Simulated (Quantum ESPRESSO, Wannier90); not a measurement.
Tight-binding from DFT: TePb (rock salt)

```xyz
2
Lattice="0.0000 3.2709 3.2709 3.2709 0.0000 3.2709 3.2709 3.2709 0.0000" Properties=species:S:1:pos:R:3 pbc="T T T"
Te     0.0000     0.0000     0.0000
Pb     3.2709     3.2709     3.2709
```

Structure: Materials Project mp-19717, symmetrised, not relaxed again. COD (Crystallography Open Database) has an entry of this formula and space group (matched by these alone). Method: PBEsol plane waves in Quantum ESPRESSO 7.5 (PseudoDojo norm-conserving files, 66 Ry, no spin polarisation, no spin-orbit coupling), Bloch states on a 8×8×8 mesh through Γ, Wannier90 4.0.1. Density: 8×8×8 mesh, cold smearing 0.01 Ry. Spin-orbit coupling is left out although heavy elements are present.

Base run: 8 functions from bands 11-25 of the 25 computed, start hydrogen-like Te: s;p; Pb: s;p, frozen window up to 2.24 eV relative to the valence-band maximum, outer window open. One setting was then changed (edges relative to the valence-band maximum; misfit to pw.x on a path, for states up to 1.7 eV relative to the valence-band maximum).

```tsv
run	Ω_I (Å²)	rms misfit (meV)	worst (meV)
base	13.72	2.8	19
changed	15.25	1.3	7.3
```

Q: Which change was made?
A. only the lowest 11 of the kept bands
B. only the lowest 13 of the kept bands
C. frozen window to 3.24 eV
D. no frozen window
E. frozen window to 1.74 eV

A: A, only the lowest 11 of the kept bands. The others give:

```json
[
 {"run": "frozen window to 1.74 eV", "Ω_I (Å²)": "13.52", "rms misfit (meV)": "4.6", "worst (meV)": "58"},
 {"run": "frozen window to 3.24 eV", "Ω_I (Å²)": "14.63", "rms misfit (meV)": "2.2", "worst (meV)": "18"},
 {"run": "no frozen window", "Ω_I (Å²)": "11.57", "rms misfit (meV)": "240", "worst (meV)": "933"},
 {"run": "only the lowest 13 of the kept bands", "Ω_I (Å²)": "14.14", "rms misfit (meV)": "2.5", "worst (meV)": "14"}
]
```
